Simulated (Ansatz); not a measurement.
Relaxed BN (h-BN type, space group P6_3/mmc):

```yaml
crystal:
  lattice:
    - [2.49975, 0.00000, 0.00000]
    - [-1.24987, 2.16485, 0.00000]
    - [0.00000, 0.00000, 6.52535]
  atoms:
    - { symbol: B, position: [0.33333, 0.66667, 0.25000] }
    - { symbol: B, position: [0.66667, 0.33333, 0.75000] }
    - { symbol: N, position: [0.33333, 0.66667, 0.75000] }
    - { symbol: N, position: [0.66667, 0.33333, 0.25000] }
```

Scan: atom 1 (B, nearest neighbour N at 1.443 Å; its periodic images, 2.5 Å or more away, move with it) is displaced along Cartesian z, direction (0.000, 0.000, 1.000) in Cartesian axes, by s. The other atoms stay.

Level of theory: r2SCAN+rVV10 (plane waves to 500 eV, PAW, scalar-relativistic; Ansatz, a quantum-chemistry and plane-wave program). k mesh 12×12×4 (Γ-centred), Fermi-Dirac smearing 0.05 eV. The energy includes the smearing's −TS. BN was relaxed with its symmetry unable to fall. The PAW data are Ansatz's earlier set. The zero of ΔE is the undisplaced structure.

```json
[
 {"s (Å)": "-0.290", "ΔE (meV/cell)": "601"},
 {"s (Å)": "-0.232", "ΔE (meV/cell)": "384"},
 {"s (Å)": "-0.174", "ΔE (meV/cell)": "215"},
 {"s (Å)": "-0.116", "ΔE (meV/cell)": "95"},
 {"s (Å)": "-0.058", "ΔE (meV/cell)": "24"},
 {"s (Å)": "0.000", "ΔE (meV/cell)": "0"},
 {"s (Å)": "0.058", "ΔE (meV/cell)": "24"},
 {"s (Å)": "0.116", "ΔE (meV/cell)": "95"},
 {"s (Å)": "0.174", "ΔE (meV/cell)": "215"},
 {"s (Å)": "0.232", "ΔE (meV/cell)": "384"},
 {"s (Å)": "0.290", "ΔE (meV/cell)": "601"}
]
```

Question: What force constant k = d²E/ds² at s = 0 does the table give?

Answer: 14 eV/Å². It is the second difference of the nearest points, corrected with the next pair.

Question: With k = 14.16 eV/Å² from the forces, is the well harmonic out to s = 0.290 Å?

Answer: ½ks² = 595 meV/cell against the computed 601 meV/cell, so the well is close to harmonic there.

(For displaced atoms, the force is minus the slope of the energy, and its curvature is a force constant, which sets phonon frequencies.)
